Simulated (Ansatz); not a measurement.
## Ti3Sn (P6_3/mmc): electronic heat capacity and spin susceptibility from the density of states

All numbers below come from DFT r2SCAN, scalar-relativistic, plane waves, PAW in Ansatz.

Plane waves to 500 eV, a k mesh through Γ of 6×6×8 on the computed 8-atom cell and Gaussian smearing (0.10 eV); no spin polarisation.

Relaxed cell: P6_3/mmc, a = 5.890 Å, b = 5.890 Å, c = 4.748 Å, α = 90.00°, β = 90.00°, γ = 120.00°, 8 atoms in the primitive cell. Whether it is the stable form of this composition wasn't checked.

The density of states at the Fermi level is 8.460 states/eV in the cell of 8 atoms (2 formula units; both spins, tetrahedra on a 9×9×12 mesh).

Q: What Sommerfeld coefficient and Pauli susceptibility does this give?

A: Per formula unit N(E_F) = 4.230 states/eV. γ = (π²/3) k_B² N(E_F) N_A = 2.357 mJ/(mol K²) per state/eV, so γ = 10.0 mJ/(mol K²), a mole of formula units. χ_P = μ_B² N(E_F) N_A = 3.23×10⁻⁵ emu/mol per state/eV gives 13.7×10⁻⁵ emu/mol. This is the bare band result: a measured γ of the same phase is as a rule larger by a factor 1 + λ from phonons and spin fluctuations, the spin part of χ is larger by the Stoner factor, and a measured χ also holds orbital and core terms. N(E_F) at one energy is sensitive to the mesh where the density of states has sharp peaks.

Cost: 1 run of about 3.6 core-minutes, on Arm Neoverse V2 (shared hosts).